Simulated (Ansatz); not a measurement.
Al (fcc, Cu type)

```xyz
1
Lattice="0.0000 1.9960 1.9960 1.9960 0.0000 1.9960 1.9960 1.9960 0.0000" Properties=species:S:1:pos:R:3 pbc="T T T"
Al     0.0000     0.0000     0.0000
```

The slice is a {110} plane (indices of the conventional cell) through the point (0.000, 0.000, 0.000) (fractional), spanned by u = [100] and v = [1 -1 -1] in vectors of this cell: u (2.82 Å) and v (3.99 Å, at 90° to u). It covers one period; positions are fractions (u, v).

All values below come from r2SCAN (plane waves to 500 eV, PAW, scalar-relativistic; Ansatz, a program for electronic structure). k mesh 20×20×20. These are valence fields of a PAW run, semicore shells included where kept as valence: close to a nucleus they are smooth pseudo fields. Al was relaxed with its symmetry unable to fall.

What is the ELF at the midpoint of the shortest Al–Al line in this plane (2.82 Å)?

0.6.

The ELF has a maximum in the middle third of the Al–Al line. Where, and how high?

0.63, 1.2 Å from Al.

What is the valence density on the shortest Al–Al line in this plane (2.82 Å), at its midpoint?

0.21 e/Å³.

Predict the map of the electron localisation function (ELF) on the slice.


```
|xxxxxx  --##@@@@@@@@@@@@##--  xxxx|
|xxxxxx..==%%@@@@@@@@@@@@%%==..xxxx|
|xx    --##@@@@@@@@@@@@@@@@##--    |
|..::==**%%@@@@@@@@@@@@@@@@%%**==::|
|++++##%%@@@@@@@@@@@@@@@@@@@@%%##++|
|####%%%%@@@@@@@@@@@@@@@@@@@@%%%%##|
|######%%%%@@@@@@@@@@@@@@@@%%%%####|
|******##%%%%@@@@@@@@@@@@%%%%##****|
|++++++**##%%%%@@@@@@@@%%%%##**++++|
|======++**##%%@@@@@@@@%%##**++====|
|----==++**##%%@@@@@@@@%%##**++==--|
|----==++**##%%@@@@@@@@%%##**++==--|
|----==++**##%%@@@@@@@@%%##**++==--|
|======++**##%%@@@@@@@@%%##**++====|
|++++++**##%%%%@@@@@@@@%%%%##**++++|
|******##%%%%@@@@@@@@@@@@%%%%##****|
|######%%%%@@@@@@@@@@@@@@@@%%%%####|
|####%%%%@@@@@@@@@@@@@@@@@@@@%%%%##|
|++++##%%@@@@@@@@@@@@@@@@@@@@%%##++|
|..::==**%%@@@@@@@@@@@@@@@@%%**==::|
|xx    --##@@@@@@@@@@@@@@@@##--    |
|xxxxxx..==%%@@@@@@@@@@@@%%==..xxxx|
|xxxxxx  --##@@@@@@@@@@@@##--  xxxx|
|xxxxxxxx::**@@@@@@@@@@@@**::xxxxxx|
```
Scale: ten equal steps from 0.04 (start of ' ') to 0.64 (end of '@'), in the order ' .:-=+*#%@'. Values: electron localisation function (ELF). The map has 17 points along u (two characters each, u = 0 at the left) and 24 along v (v = 0 in the bottom row). Points within 0.5 Å of a nucleus are blanked (x), as the pseudised field means little there.
